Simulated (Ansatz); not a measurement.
**TiRe: stiffness from a series of strains**

```xyz
2
Lattice="3.1180 0.0000 0.0000 0.0000 3.1180 0.0000 0.0000 0.0000 3.1180" Properties=species:S:1:pos:R:3 pbc="T T T"
Ti    1.5590    1.5590    1.5590
Re    0.0000    0.0000    0.0000
```

Atoms are numbered in the order listed.

The geometry is COD entry 1523516, unchecked; take it as a test cell.

Spin polarisation is left out, and whether a magnetic state lies lower isn't shown here.

No spin–orbit coupling, which matters for the heavy atoms here.

These are results of Ansatz 0.2.0, DFT, PBEsol, all-electron LAPW, scalar-relativistic, not measurements.

Sampling and basis: a Γ-centred 13×13×13 k mesh, Fermi–Dirac smearing of 0.05 eV, basis error target 1 meV/atom, no spin polarisation.

The strain is applied along the Cartesian axes of the cell as listed (the other components stay zero). Fractional coordinates are held (clamped ions).

σ is the change of stress from the unstrained cell, which is at -7.75 GPa; tension is positive, so slopes are stress–strain coefficients at that pressure. In a metal the k mesh adds noise.

Only quantities that a quadratic follows smoothly over the whole series are listed; rougher ones are left out.

| εzz | σzz (GPa) | σxx (GPa) |
| --- | --- | --- |
| -0.0200 | -7.20 | -3.24 |
| 0.0000 | 0.00 | 0.00 |
| 0.0100 | 3.13 | 1.50 |
| 0.0200 | 6.05 | 2.90 |

(1) Fit the series and read off the stiffness at zero strain.

(2) One run, at εzz = -0.0100, is withheld. Predict its row.

Answers

(1) Least-squares fits y = p0 + p1 x + p2 x² to the rows give σzz (GPa): p1 = 331, p2 = -1400; σxx (GPa): p1 = 154, p2 = -430. So C11 = 331 GPa and C12 = 154 GPa, which gives B = (C11 + 2 C12)/3 = 213 GPa.

(2) The fits give -3.47, -1.58; the run gave -3.43, -1.58.
